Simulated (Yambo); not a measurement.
## Optical response of RbBr at -1 % biaxial strain

```
CELL_PARAMETERS angstrom
      4.03096     0.00000     0.00000
      0.00000     4.03096     0.00000
      0.00000     0.00000     4.08628
ATOMIC_POSITIONS crystal
  Br 0.50000 0.50000 0.50000
  Rb 0.00000 0.00000 0.00000
```

Yambo, RPA with local fields on PBEsol bands shifted by a G0W0 scissor of 2.47 eV; 10×10×10 mesh, 48 bands, 4 Ry local-field block, 0.2 eV broadening; field along x.

| E (eV) | Im ε | Re ε | Im ε, independent particles |
|---|---|---|---|
| 0.0 | 0.00 | 2.46 | 0.00 |
| 0.6 | 0.00 | 2.47 | 0.00 |
| 1.2 | 0.01 | 2.48 | 0.01 |
| 1.9 | 0.01 | 2.50 | 0.01 |
| 2.5 | 0.01 | 2.54 | 0.02 |
| 3.1 | 0.02 | 2.58 | 0.02 |
| 3.8 | 0.02 | 2.64 | 0.03 |
| 4.4 | 0.03 | 2.72 | 0.04 |
| 5.0 | 0.04 | 2.83 | 0.05 |
| 5.6 | 0.06 | 2.98 | 0.08 |
| 6.2 | 0.11 | 3.22 | 0.14 |
| 6.9 | 0.34 | 3.58 | 0.40 |
| 7.5 | 0.66 | 3.77 | 0.80 |
| 8.1 | 1.13 | 4.07 | 1.52 |
| 8.8 | 2.26 | 4.38 | 3.41 |
| 9.4 | 3.77 | 3.54 | 5.63 |
| 10.0 | 2.85 | 1.47 | 3.55 |
| 10.6 | 2.40 | 1.48 | 3.45 |
| 11.2 | 1.90 | 1.75 | 3.17 |
| 11.9 | 2.75 | 2.11 | 4.47 |
| 12.5 | 3.15 | 0.33 | 2.37 |
| 13.1 | 1.75 | 0.06 | 1.41 |
| 13.8 | 1.04 | 0.30 | 1.04 |
| 14.4 | 0.82 | 0.84 | 1.05 |
| 15.0 | 0.97 | 1.09 | 1.33 |
| 15.6 | 1.11 | 1.38 | 1.62 |
| 16.2 | 1.43 | 1.20 | 1.44 |
| 16.9 | 1.48 | 0.82 | 1.45 |
| 17.5 | 1.33 | 0.80 | 1.92 |
| 18.1 | 1.27 | 0.74 | 2.16 |
| 18.8 | 1.08 | 0.52 | 1.63 |
| 19.4 | 1.10 | 0.67 | 1.95 |
| 20.0 | 0.97 | 0.65 | 1.70 |

Peak heights and small wiggles depend on the k mesh. Convergence of the RPA response with its 10×10×10 mesh was not tested. The scissor comes from a G0W0 run whose convergence isn't established. No excitonic effects at this level.

Spin-orbit coupling is not included.

Geometry strained from the cell relaxed with PBEsol, atoms relaxed again.

This is not the ordinary phase of the substance; no match was found in the copy of COD used, and its stability was not checked.
